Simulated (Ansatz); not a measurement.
A geometry of In away from equilibrium: the start of the relaxation of a relaxed In cell, doubled along one cell vector, shaken by Gaussian noise of σ = 0.08 Å a coordinate. Level of theory: PBE (plane waves to 420 eV, PAW, scalar-relativistic; Ansatz, a quantum-chemistry and plane-wave program). Γ-centred k-mesh 12×6×13 on the run's cell (coarser than for final values), Fermi–Dirac smearing 0.05 eV.

```xyz
2
Lattice="-1.7262 1.7262 2.3035 3.4524 -3.4524 4.6069 1.7262 1.7262 -2.3035" Properties=species:S:1:pos:R:3:forces:R:3 pbc="T T T" free_energy=-11195.823 pressure_GPa=0.1
In     0.0105     0.0702    -0.0079   -0.0966   -0.0026   -0.0654
In     1.6564    -1.6535     2.3212    0.0966    0.0026    0.0654
```

Positions in Å, forces in eV/Å, free energy of the cell in eV (comparable only within this code, potentials and settings). Largest force: 0.12 eV/Å, on In1, In2 (atoms numbered as listed); the geometry lies 0.01 eV/atom above the end of its relaxation.

No spin polarisation in the result.

The run could not lose the symmetry of its start.
